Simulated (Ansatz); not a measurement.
An Ansatz (a first-principles code) run. Input:

Ansatz 0.2 input:
```yaml
crystal:
  lattice:
    - [3.2481995782, 0.0, 0.0]
    - [-1.6240997891, 2.8130233513, 0.0]
    - [0.0, 0.0, 12.7419162788]
  atoms:
    - { symbol: Mo, position: [0.6666666667, 0.3333333333, 0.75] }
    - { symbol: Mo, position: [0.3333333333, 0.6666666667, 0.25] }
    - { symbol: Se, position: [0.3333333333, 0.6666666667, 0.8800665006] }
    - { symbol: Se, position: [0.6666666667, 0.3333333333, 0.1199334994] }
    - { symbol: Se, position: [0.6666666667, 0.3333333333, 0.3800665006] }
    - { symbol: Se, position: [0.3333333333, 0.6666666667, 0.6199334994] }
kpoints:
  mp_grid: { grid: [10, 10, 3] }
hamiltonian:
  xc: lda
  pseudopotentials: { azcp: { folder: ./paw }, kind: paw }
scf:
  occupations: { method: fixed }
phonons:
  method: dfpt
  response_accuracy: low
  eigenvectors: true
  rigid_motions: translations
  dielectric: true
  raman: true
```

Output (shortened):

```
Pseudopotential: Mo, paw, valence charge 14
Pseudopotential: Se, paw, valence charge 16
Functional definition: SPW92
Crystal: 6 atoms, lattice volume = 116.426 Å³
Basis set: ecut = 420 eV, 2299 PW (Γ), exchange–correlation on 48×48×180 points (8 copies of the dense FFT grid, shifted against one another)
Bands: 56, of which v1, the nominal top of the filled ones, is band 46 counted from 1 (45 counted from 0)
Symmetry: 24 space group operations
k-points: 86 of 300 (irreducible under 2 space group operations, time reversal used)
SCF iter   1: F=—  HF=-31224.856973 eV  |F-HF|=—  |Δ(HF+E_count)|=         —  Δρ=4.40e-2  dr2=5.90e0  ethr=3.10e-3  ⟨swp⟩=4.8  Hψ=14767  notcnv=0  defer=526
preconditioner: auto → Resta (q_TF=auto, 2.623 Å⁻¹)
SCF iter   2: F=—  HF=-31223.697507 eV  |F-HF|=—  |Δ(HF+E_count)|=    1.16e0  Δρ=2.68e-2  dr2=1.50e0  ethr=3.10e-3  ⟨swp⟩=2.0  Hψ=6590  notcnv=0  defer=415
SCF iter   3: F=—  HF=-31223.285030 eV  |F-HF|=—  |Δ(HF+E_count)|=   4.12e-1  Δρ=1.26e-2  dr2=5.57e-1  ethr=1.63e-3  ⟨swp⟩=2.5  Hψ=6954  notcnv=0  defer=373
SCF iter   4: F=—  HF=-31223.212003 eV  |F-HF|=—  |Δ(HF+E_count)|=   7.30e-2  Δρ=3.36e-3  dr2=1.63e-2  ethr=6.06e-4  ⟨swp⟩=2.0  Hψ=5713  notcnv=0  defer=629
SCF iter   5: F=—  HF=-31223.208941 eV  |F-HF|=—  |Δ(HF+E_count)|=   3.06e-3  Δρ=7.27e-4  dr2=1.80e-3  ethr=1.77e-5  ⟨swp⟩=2.2  Hψ=7911  notcnv=0  defer=684
SCF iter   6: F=—  HF=-31223.208832 eV  |F-HF|=—  |Δ(HF+E_count)|=   1.09e-4  Δρ=2.65e-4  dr2=9.19e-5  ethr=1.96e-6  ⟨swp⟩=2.0  Hψ=8537  notcnv=0  defer=683
SCF iter   7: F=—  HF=-31223.208744 eV  |F-HF|=—  |Δ(HF+E_count)|=   8.81e-5  Δρ=1.04e-4  dr2=2.84e-5  ethr=9.99e-8  ⟨swp⟩=2.0  Hψ=8428  notcnv=0  defer=250
SCF iter   8: F=—  HF=-31223.208745 eV  |F-HF|=—  |Δ(HF+E_count)|=   1.44e-6  Δρ=3.71e-5  dr2=1.15e-6  ethr=3.08e-8  ⟨swp⟩=2.0  Hψ=5830  notcnv=0  defer=172
SCF iter  12: F=-31223.208747 eV  HF=-31223.208747 eV  |F-HF|=3.27e-11  |Δ(HF+E_count)|=  4.37e-11  Δρ=1.28e-7  dr2=4.15e-11  ethr=1.00e-12  ⟨swp⟩=13.3  Hψ=26998  notcnv=0
SCF 1 converged in 12 iterations: F = -31223.208747 eV  dr2 = 4.15e-11
NSCF: frozen V_eff on 5 k-points
DFPT response loops at Γ: preconditioner auto → Resta (q_TF=auto, 2.623 Å⁻¹)  ε∞=9.0 (no band partly filled) …
── the response to a field inside a basis, on 12×12×4 k-points: an SCF that follows is theirs, and a resumed run solves both again ──
Crystal: 6 atoms, lattice volume = 116.426 Å³
Bands: 47, of which v1, the nominal top of the filled ones, is band 46 counted from 1 (45 counted from 0)
k-points: 84
SCF iter   1: F=—  HF=-31223.000413 eV  |F-HF|=—  |Δ(HF+E_count)|=         —  Δρ=4.56e-4  dr2=1.02e-4  ethr=1.00e-1
preconditioner: auto → Resta (q_TF=auto, 2.623 Å⁻¹)
SCF iter   2: F=—  HF=-31223.000429 eV  |F-HF|=—  |Δ(HF+E_count)|=   1.60e-5  Δρ=2.69e-4  dr2=4.00e-5  ethr=1.10e-7
SCF iter   3: F=—  HF=-31223.000439 eV  |F-HF|=—  |Δ(HF+E_count)|=   1.01e-5  Δρ=6.72e-5  dr2=9.54e-6  ethr=4.35e-8
SCF iter   4: F=—  HF=-31223.000437 eV  |F-HF|=—  |Δ(HF+E_count)|=   1.64e-6  Δρ=2.08e-5  dr2=4.84e-7  ethr=1.04e-8
SCF iter   5: F=—  HF=-31223.000437 eV  |F-HF|=—  |Δ(HF+E_count)|=   3.70e-8  Δρ=6.81e-6  dr2=4.11e-8  ethr=5.26e-10
SCF iter   6: F=—  HF=-31223.000437 eV  |F-HF|=—  |Δ(HF+E_count)|=  1.35e-10  Δρ=1.39e-6  dr2=3.79e-9  ethr=4.47e-11
SCF iter   7: F=—  HF=-31223.000437 eV  |F-HF|=—  |Δ(HF+E_count)|=  4.33e-10  Δρ=3.36e-7  dr2=2.86e-10  ethr=4.12e-12
SCF iter   8: F=-31223.000437 eV  HF=-31223.000437 eV  |F-HF|=7.28e-12  |Δ(HF+E_count)|=  2.55e-11  Δρ=1.35e-7  dr2=2.01e-11  ethr=1.00e-12
SCF 1 converged in 8 iterations: F = -31223.000437 eV  dr2 = 2.01e-11
DFPT response loops at Γ: preconditioner auto → Resta (q_TF=auto, 2.623 Å⁻¹)  ε∞=8.4 (no band partly filled) …
DFPT response loops at Γ: mixed as the last ones told, above
SCF converged after 12 iterations
Free energy (F): -31223.208747 eV
Harris-Foulkes:  -31223.208747 eV  (|F-HF|=3.27e-11)
Internal energy: -31223.208747 eV  (E = F + TS)
E sigma→0 (E₀):  -31223.208747 eV
Fermi energy:    12.488572 eV
--- Per-component energies (eV) ---
  E_band       = -1632.822342
  E_kinetic    = 1296.496822
  E_local      = -12411.285305  (includes V_loc(G=0)·N_el)
  E_nonlocal   = -1093.374632
  E_hartree    = 6242.528927
  E_xc         = -693.096390
  E_vxc        = -805.660429  (∫ρ·V_xc dr)
  E_paw        = -14383.422898  (= ΣΔE_a)
  E_vpaw       = -1104.055416  (= ΣTr[D̂ρ^β])
  E_aug_tail   = -0.001424  (compensation charges beyond the density's cutoff)
  E_ewald      = -10190.868917
  E_core_change = 9.815071  (= ΣΔE_core)
  E_smearing   =  0.000000  (= −TS)
  E_closure    =  0.000000  (closes the sum)
  Σ components = -31223.208747   (vs F -31223.208747, Δ=0.00e0)
  [band-id]    e_kinetic+e_local+e_nonlocal+2·e_hartree+e_vxc+e_vpaw+e_augmentation_tail = -1632.822531   (vs E_band -1632.822342, Δ=-1.90e-4)
--- Band table (eV; the first three rows and the last of 86) ---
  k-point 0: bands = ["-48.5431", "-48.5431", "-35.4697", "-35.4697", "-35.4697", "-35.4697", "-35.4693", "-35.4693", "-35.4693", "-35.4693", "-35.4349", "-35.4349", "-35.4345", "-35.4345", "-35.4339", "-35.4339", "-35.4335", "-35.4335", "-35.4214", …
  k-point 1: bands = ["-48.5431", "-48.5431", "-35.4697", "-35.4697", "-35.4697", "-35.4697", "-35.4693", "-35.4693", "-35.4693", "-35.4693", "-35.4349", "-35.4349", "-35.4347", "-35.4347", "-35.4337", "-35.4337", "-35.4335", "-35.4335", "-35.4214", …
  k-point 2: bands = ["-48.5404", "-48.5404", "-35.4696", "-35.4696", "-35.4694", "-35.4693", "-35.4692", "-35.4692", "-35.4688", "-35.4688", "-35.4350", "-35.4350", "-35.4346", "-35.4346", "-35.4341", "-35.4339", "-35.4337", "-35.4335", "-35.4212", …
  k-point 85: bands = ["-48.5144", "-48.5144", "-35.4687", "-35.4687", "-35.4678", "-35.4678", "-35.4654", "-35.4654", "-35.4654", "-35.4654", "-35.4364", "-35.4362", "-35.4359", "-35.4359", "-35.4347", "-35.4345", "-35.4344", "-35.4344", "-35.4189", …
--- Phonons (Γ-DFPT): 4 representative perturbations + reference, on 86 of 300 k-points (Σ response iterations 12) ---
  ASR residual: 9.448e-4 → 0.000e0 eV/Å²; symmetrization residual: 1.969e-4 eV/Å²
  ASR residual per site (eV/Å²): 9.45e-4 9.45e-4 1.11e-4 1.11e-4 1.11e-4 1.11e-4
  Γ frequencies (cm⁻¹): 0.00 0.00 0.00 28.62 28.62 44.67 169.46 169.46 171.22 171.22 243.29 246.37 289.25 289.25 289.49 289.49 353.15 356.66
  ε∞ (high-frequency dielectric tensor):
       16.750097     0.000000     0.000000
        0.000000    16.750097     0.000000
        0.000000     0.000000     8.800411
  ε⁰ (static dielectric tensor: ions relaxed, cell fixed):
       17.341635     0.000000     0.000000
        0.000000    17.341635     0.000000
        0.000000     0.000000     8.953468
  ε⁰ − ε∞ (ionic part):
        0.591538     0.000000     0.000000
        0.000000     0.591538     0.000000
        0.000000     0.000000     0.153057
  softest optical mode at Γ: 28.62 cm⁻¹; the repairs (sum rule, projections) moved no ω² at Γ by more than (3.86 cm⁻¹)²
  Born effective charges Z* (e; rows j = field, columns β = displacement):
    site 0:
        -1.87097    0.00000    0.00000
         0.00000   -1.87097    0.00000
         0.00000    0.00000   -1.16099
    site 1:
        -1.87097    0.00000    0.00000
         0.00000   -1.87097    0.00000
         0.00000    0.00000   -1.16099
    site 2:
         0.93548    0.00000    0.00000
         0.00000    0.93548    0.00000
         0.00000    0.00000    0.58049
    site 3:
         0.93548    0.00000    0.00000
         0.00000    0.93548    0.00000
         0.00000    0.00000    0.58049
    site 4:
         0.93548    0.00000    0.00000
         0.00000    0.93548    0.00000
         0.00000    0.00000    0.58049
    site 5:
         0.93548    0.00000    0.00000
         0.00000    0.93548    0.00000
         0.00000    0.00000    0.58049
  Z* charge neutrality: 1.831e-2 e pre-enforcement
  solved inside a basis spanned on kpoints, on 12×12×4 k-points transformed towards the longest dipole …
  Raman tensors (in the event stream and the table raman_tensors.tsv) …
  optical modes at Γ without the LO–TO term, one row a degenerate level:
      ω (cm⁻¹)  modes    IR ((D/Å)²/amu)  static Raman (Å⁴/amu)  depolarisation
         28.62      2             0.0000                 7.3874           0.750
         44.67      1             0.0000                 0.0000               —
        169.46      2             0.0000                 0.0000               —
        171.22      2             0.0000                 3.1908           0.750
        243.29      1             0.0000                 0.0000               —
        246.37      1             0.0000              2263.6226           0.054
        289.25      2             0.0000               252.2252           0.750
        289.49      2             5.4120                 0.0000               —
        353.15      1             1.0420                 0.0000               —
        356.66      1             0.0000                 0.0000               —
  optical modes at Γ + LO–TO along q̂ = [1.0000, 0.0000, 0.0000]:
      ω (cm⁻¹)  modes    IR ((D/Å)²/amu)  static Raman (Å⁴/amu)  depolarisation
         28.62      2             0.0000                 7.3874           0.750
         44.67      1             0.0000                 0.0000               —
        169.46      2             0.0000                 0.0000               —
        171.22      2             0.0000                 3.1908           0.750
        243.29      1             0.0000                 0.0000               —
        246.37      1             0.0000              2263.6226           0.054
        289.25      2             0.0000               252.2252           0.750
        289.49      1             2.7060                 0.0000               —
        294.55      1             2.7060                 0.0000               —
        353.15      1             1.0420                 0.0000               —
        356.66      1             0.0000                 0.0000               —
  optical modes at Γ + LO–TO along q̂ = [0.0000, 1.0000, 0.0000]:
      ω (cm⁻¹)  modes    IR ((D/Å)²/amu)  static Raman (Å⁴/amu)  depolarisation
         28.62      2             0.0000                 7.3874           0.750
         44.67      1             0.0000                 0.0000               —
        169.46      2             0.0000                 0.0000               —
        171.22      2             0.0000                 3.1908           0.750
        243.29      1             0.0000                 0.0000               —
        246.37      1             0.0000              2263.6226           0.054
        289.25      2             0.0000               252.2252           0.750
        289.49      1             2.7060                 0.0000               —
        294.55      1             2.7060                 0.0000               —
        353.15      1             1.0420                 0.0000               —
        356.66      1             0.0000                 0.0000               —
  optical modes at Γ + LO–TO along q̂ = [0.0000, 0.0000, 1.0000]:
      ω (cm⁻¹)  modes    IR ((D/Å)²/amu)  static Raman (Å⁴/amu)  depolarisation
         28.62      2             0.0000                 7.3874           0.750
         44.67      1             0.0000                 0.0000               —
        169.46      2             0.0000                 0.0000               —
        171.22      2             0.0000                 3.1908           0.750
        243.29      1             0.0000                 0.0000               —
        246.37      1             0.0000              2263.6226           0.054
        289.25      2             0.0000               252.2252           0.750
        289.49      2             5.4120                 0.0000               —
        356.20      1             1.0420                 0.0000               —
        356.66      1             0.0000                 0.0000               —
```

Cost: about 40 core-minutes (a rough figure) on shared cores.

Space group P6_3/mmc. Symmetry was held in the LDA relaxation; phonons on a q-mesh show no instability. No spin polarisation was allowed. A crystal of weakly bound layers computed without a dispersion correction: the cell and the soft elastic constants depend strongly on that. Scalar-relativistic: spin–orbit coupling is off unless named, which matters more the heavier the elements.

Potentials: the earlier of the program's two PAW sets.

Ansatz is a plane-wave DFT program.
